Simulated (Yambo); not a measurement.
Yambo run on K₂PdC₂ (space group P-3m1, No. 164). The wavefunctions come from this Quantum ESPRESSO step (PBEsol, PseudoDojo standard norm-conserving files, scalar-relativistic):

```
&CONTROL
  calculation = 'nscf'
  pseudo_dir = './pseudo'
  outdir = './out'
/
&SYSTEM
  ibrav = 0
  nat = 5
  ntyp = 3
  ecutwfc = 82.0
  ecutrho = 328.0
  occupations = 'fixed'
  force_symmorphic = .true.
  nbnd = 221
/
&ELECTRONS
  conv_thr = 5e-09
  diago_full_acc = .true.
  diago_thr_init = 1e-08
/
ATOMIC_SPECIES
C 12.0110 C.upf
K 39.0983 K.upf
Pd 106.4200 Pd.upf
CELL_PARAMETERS angstrom
  5.118180043000   0.000000000000   0.000000000000
 -2.559090021000   4.432473938000   0.000000000000
  0.000000000000   0.000000000000   5.258140000000
ATOMIC_POSITIONS crystal
C   0.000000000000   0.000000000000   0.620200000000
C   0.000000000000   0.000000000000   0.379800000000
K   0.666666667000   0.333333333000   0.720200000000
K   0.333333333000   0.666666667000   0.279800000000
Pd   0.000000000000   0.000000000000   0.000000000000
K_POINTS automatic
3 3 2 0 0 0
```

Yambo input:

```
rim_cut
gw0
dyson
el_el_corr
HF_and_locXC
ppa
em1d
RandQpts= 1000000
RandGvec= 1 Ry
EXXRLvcs= 82 Ry
VXCRLvcs= 328 Ry
Chimod= "HARTREE"
% BndsRnXp
 5 | 220 |
%
NGsBlkXp= 8 Ry
% LongDrXp
 1.0 | 1.0 | 1.0 |
%
PPAPntXp= 27.2114 eV
% GbndRnge
 1 | 220 |
%
GTermKind= "BG"
DysSolver= "n"
ExtendOut
% QPkrange
 1 | 1 | 22 | 23 |
 2 | 2 | 22 | 23 |
 4 | 4 | 22 | 23 |
 5 | 5 | 22 | 23 |
 6 | 6 | 22 | 23 |
%
```

k points by index: 1 = Γ, 2 = A, 4 = (0, 0.333, -0.5), 5 = K, 6 = H.

The o-*.qp file then holds:

```
#    K-point    Band    Eo [eV]    E [eV]    E-Eo [eV]    Vxc [eV]    Vnlxc [eV]    Sc|Eo [eV]    Sc|E [eV]    dSc/dw|Eo [eV]    Re(Z)    Im(Z)
#
    1    22    -1.135032    -1.867008    -0.731976    -21.55364    -27.35215    4.817259    5.066537    -9.263669    0.746021    -0.002162
    1    23    4.119441    4.464743    0.345302    -10.96017    -7.168236    -3.368035    -3.446635    -6.191314    0.814643    -0.001672
    2    22    0.000000    -0.613549    -0.613549    -20.01107    -24.09997    3.286197    3.475353    -8.386932    0.764397    -0.001747
    2    23    2.668154    3.399147    0.730993    -10.70573    -6.316252    -3.480912    -3.658481    -6.608922    0.804585    -0.001428
    4    22    -0.019898    -0.632029    -0.612131    -19.88531    -23.95738    3.271630    3.459940    -8.368762    0.764787    -0.001751
    4    23    1.702153    2.091019    0.388866    -9.735695    -6.196662    -3.059941    -3.150167    -6.311837    0.811715    -0.001437
    5    22    -0.429956    -1.146172    -0.716217    -15.65602    -18.46897    1.895072    2.096731    -7.660306    0.780325    -0.001674
    5    23    2.843654    3.134467    0.290813    -8.525838    -4.829643    -3.342044    -3.405381    -5.923804    0.821221    -0.001403
    6    22    -0.060820    -0.680023    -0.619203    -19.87005    -23.98090    3.301546    3.491649    -8.352008    0.765147    -0.001760
    6    23    1.939997    2.342237    0.402240    -9.603370    -5.993797    -3.113778    -3.207333    -6.327166    0.811344    -0.001441
```
(The two width columns are left out.) Convergence of these settings isn't established.

Spin-orbit coupling is not included.

Geometry of the Materials Project entry, not relaxed at this level.

The structure is a Materials Project entry; no match was found in the copy of COD used, and its stability was not checked.
